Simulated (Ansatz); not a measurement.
Cell and atoms are relaxed with the symmetry kept. Start:

```
CELL_PARAMETERS angstrom
6.32824 0.00000 0.00000
-3.16412 5.48042 0.00000
0.00000 0.00000 4.09109
ATOMIC_POSITIONS crystal
Tl 0.50000 0.00000 0.00000
Tl 0.50000 0.50000 0.00000
Tl 0.00000 0.50000 0.00000
Pt 0.00000 0.00000 0.00000
Pt 0.33333 0.66667 0.50000
Pt 0.66667 0.33333 0.50000
```

Method: Ansatz 0.2.0, DFT r2SCAN, scalar-relativistic, plane waves, PAW.

Cutoff 500 eV; k points 9×9×10 on the computed 6-atom cell (Γ-centred); Gaussian smearing, width 0.10 eV; no spin polarisation.

What does it relax to?

The volume increases by 0.34 Å³/atom to 23.99 Å³/atom, and the energy falls by 5.0 meV/atom. Final structure:
```
Tl Pt
1.0
     6.48461    0.00000    0.00000
    -3.24231    5.61584    0.00000
     0.00000    0.00000    3.95224
Tl Pt
3 3
Direct
  0.50000 0.00000 0.00000
  0.50000 0.50000 0.00000
  0.00000 0.50000 0.00000
  0.00000 0.00000 0.00000
  0.33333 0.66667 0.50000
  0.66667 0.33333 0.50000
```

Spin–orbit coupling is left out, which can shift energies with elements as heavy as these.